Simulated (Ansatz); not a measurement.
An Ansatz (a first-principles code) run. Input:

Ansatz 0.2 input:
```yaml
crystal:
  lattice:
    - [5.458447685, 0.0, 0.0]
    - [0.0, 3.9200204375, 0.0]
    - [0.0, 0.0, 7.3641431848]
  atoms:
    - { symbol: Si, position: [0.2766879498, 0.25, 0.8934203669] }
    - { symbol: Si, position: [0.7233120502, 0.75, 0.1065796331] }
    - { symbol: Si, position: [0.2233120502, 0.75, 0.3934203669] }
    - { symbol: Si, position: [0.7766879498, 0.25, 0.6065796331] }
    - { symbol: Rh, position: [0.5270003585, 0.75, 0.8040021318] }
    - { symbol: Rh, position: [0.4729996415, 0.25, 0.1959978682] }
    - { symbol: Rh, position: [0.9729996415, 0.25, 0.3040021318] }
    - { symbol: Rh, position: [0.0270003585, 0.75, 0.6959978682] }
    - { symbol: Rh, position: [0.8415023579, 0.25, 0.9302983546] }
    - { symbol: Rh, position: [0.1584976421, 0.75, 0.0697016454] }
    - { symbol: Rh, position: [0.6584976421, 0.75, 0.4302983546] }
    - { symbol: Rh, position: [0.3415023579, 0.25, 0.5697016454] }
kpoints:
  mp_grid: { grid: [8, 11, 6] }
hamiltonian:
  xc: r2scan
  pseudopotentials: { kind: paw }
scf:
  occupations: { method: gaussian, width: 0.05 }
checkpoint: { read: metal.run }
output: { write_density: true, elf: true, volumetric_format: npy }
basis: { fft_grid_basis: typed }
```

Output (shortened):

```
Pseudopotential: Si, paw, valence charge 4
Pseudopotential: Rh, paw, valence charge 17
Functional definition: r2SCAN
Crystal: 12 atoms, lattice volume = 157.572 Å³
Basis set: ecut = 500 eV, 3991 PW (Γ), exchange–correlation on 160×120×216 points (64 copies of the dense FFT grid, shifted against one another)
Bands: 92, of which v1, the nominal top of the filled ones, is band 76 counted from 1 (75 counted from 0)
Symmetry: 8 space group operations
Space group: Pnma (ITA 62), of the structure as read, at distance tolerance 5.4e-5 Å
k-points: 120 of 528
Stability of the state it starts from, as read at its close in the unpolarized treatment …
iter 1 solved again at ethr=1.68e-7 eV; its pass at ethr=3.10e-3 eV (dr2=2.56e-4 eV) is discarded
SCF iter   1: F=—  HF=-53887.434456 eV  |F-HF|=—  |Δ(HF+E_count)|=         —  Δρ=5.26e-7  dr2=2.57e-10  dr2_τ=1.11e-10  ethr=1.68e-7  ⟨swp⟩=3.1  Hψ=68734  notcnv=0
preconditioner: auto → Kerker (q_TF=auto, 2.712 Å⁻¹)
SCF iter   2: F=—  HF=-53887.434448 eV  |F-HF|=—  |Δ(HF+E_count)|=   8.44e-6  Δρ=2.48e-7  dr2=5.20e-11  dr2_τ=7.36e-11  ethr=1.00e-12  ⟨swp⟩=8.0  Hψ=48799  notcnv=0
SCF iter   3: F=-53887.434448 eV  HF=-53887.434448 eV  |F-HF|=7.28e-12  |Δ(HF+E_count)|=  5.09e-11  Δρ=1.72e-7  dr2=2.30e-11  dr2_τ=5.55e-12  ethr=1.00e-12  ⟨swp⟩=1.0  Hψ=22606  notcnv=0
SCF 1 converged in 3 iterations: F = -53887.434448 eV  dr2 = 2.30e-11
SCF converged after 3 iterations
Free energy (F): -53887.434448 eV
Harris-Foulkes:  -53887.434448 eV  (|F-HF|=7.28e-12)
Internal energy: -53887.421134 eV  (E = F + TS)
E sigma→0 (E₀):  -53887.427791 eV
Entropy (-TS):   -0.013313 eV (-1.109 meV/atom)
Fermi energy:    19.355750 eV
--- Per-component energies (eV) ---
  E_band       = -983.526573
  E_kinetic    = 4785.791870
  E_local      = -15120.162662  (includes V_loc(G=0)·N_el)
  E_nonlocal   = 2941.361241
  E_hartree    = 5590.793262
  E_xc         = -1953.675749
  E_vxc        = -2735.544999  (∫ρ·V_xc dr)
  E_paw        = -30917.616387  (= ΣΔE_a)
  E_vpaw       = -2217.801775  (= ΣTr[D̂ρ^β])
  E_aug_tail   = 0.004930  (compensation charges beyond the density's cutoff)
  E_vtau       = 181.238525  (kinetic-family band-sum trace: ∫τ·v_τ [+ j·A + Jᵃ·Aᵃ] dr)
  E_ewald      = -19210.652232
  E_core_change = -3.265407  (= ΣΔE_core)
  E_smearing   = -0.013313  (= −TS)
  E_closure    =  0.000000  (closes the sum)
  Σ components = -53887.434448   (vs F -53887.434448, Δ=0.00e0)
  [band-id]    e_kinetic+e_local+e_nonlocal+2·e_hartree+e_vxc+e_vpaw+e_augmentation_tail+e_vtau = -983.526346   (vs E_band -983.526573, Δ=2.27e-4)
--- Band table (eV; the first three rows and the last of 120) ---
  k-point 0: bands = ["-61.4447", "-61.4338", "-61.4118", "-61.4093", "-61.3045", "-61.2972", "-61.2876", "-61.2866", "-28.7225", "-28.6988", "-28.6734", "-28.6504", "-28.6444", "-28.6213", "-28.6130", "-28.6114", "-28.5888", "-28.5812", "-28.5027", …
  k-point 1: bands = ["-61.4441", "-61.4346", "-61.4116", "-61.4094", "-61.3040", "-61.2977", "-61.2875", "-61.2867", "-28.7193", "-28.6956", "-28.6750", "-28.6537", "-28.6514", "-28.6291", "-28.6276", "-28.5910", "-28.5824", "-28.5723", "-28.5119", …
  k-point 2: bands = ["-61.4422", "-61.4368", "-61.4109", "-61.4097", "-61.3026", "-61.2990", "-61.2874", "-61.2868", "-28.7102", "-28.6860", "-28.6800", "-28.6677", "-28.6612", "-28.6513", "-28.6156", "-28.5881", "-28.5670", "-28.5486", "-28.5281", …
  k-point 119: bands = ["-61.4237", "-61.4237", "-61.4203", "-61.4203", "-61.2966", "-61.2966", "-61.2966", "-61.2966", "-28.7023", "-28.7023", "-28.7003", "-28.7003", "-28.6504", "-28.6504", "-28.6361", "-28.6361", "-28.5534", "-28.5534", "-28.5397", …
```

Cost: about 2.0 core-minutes (a rough figure) on shared cores.

The workflow started from a Materials Project entry (that database holds measured and hypothetical structures alike); the Crystallography Open Database copy checked does not list it. Whether it is the stable phase at ambient conditions was not checked. The r²SCAN relaxation kept the symmetry of its start; whether a distortion lowers the energy is not shown. The run is not spin-polarised. Spin–orbit coupling is left out wherever it is not named.

Potentials: the later of the program's two PAW sets.

Ansatz is a plane-wave DFT program.
